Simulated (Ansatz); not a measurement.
LaH₃: frozen-core PAW against all-electron methods

```xyz
4
Lattice="0.0000 2.7865 2.7865 2.7865 0.0000 2.7865 2.7865 2.7865 0.0000" Properties=species:S:1:pos:R:3 pbc="T T T"
La    0.0000    0.0000    0.0000
H     2.7865    2.7865    2.7865
H     4.1797    4.1797    4.1797
H     1.3932    1.3932    1.3932
```

Atoms are numbered in the order listed.

Structure from Materials Project entry mp-1018144 (possibly hypothetical), not relaxed further.

Spin–orbit coupling is left out, though it moves levels of the heavy atoms by tenths of an eV or more.

All numbers are computed: DFT, PBEsol, PAW with Ansatz's default frozen-core files, scalar-relativistic (Ansatz 0.2.0); DFT, PBEsol, all-electron PAW with datasets made for the crystal, scalar-relativistic (Ansatz 0.2.0); DFT, PBEsol, all-electron LAPW, scalar-relativistic (Ansatz 0.2.0).

For PAW: a Γ-centred 13×13×13 k mesh, Fermi–Dirac smearing of 0.08 eV, cutoff 420 eV, no spin polarisation; the PAW files were made with PBE, and the program remakes their frozen cores for this functional. The crystal-made all-electron datasets (AE datasets) take a cutoff of 300 eV at this cell. LAPW targets a basis error of 1 meV/atom. The Ansatz runs share mesh, smearing and spin set-up. Plane-wave (PAW) pressures include the program's estimate of the Pulay term.

Stress and pressure are positive in compression.

Levels count from the Fermi level.

| quantity | PAW | AE datasets | LAPW |
| --- | --- | --- | --- |
| pressure (GPa) | -3.10 | -3.07 | -3.07 |
| highest filled level at Γ (eV) | -2.931 | -2.931 | -2.931 |
| lowest empty level at Γ (eV) | 0.281 | 0.280 | 0.280 |
| highest filled level at X (eV) | -3.049 | -3.049 | -3.049 |
| lowest empty level at X (eV) | 1.261 | 1.272 | 1.272 |
| highest filled level at W (eV) | -4.373 | -4.373 | -4.373 |
| lowest empty level at W (eV) | 0.380 | 0.384 | 0.384 |

PAW's pressure differs from the LAPW value by -0.03 GPa.
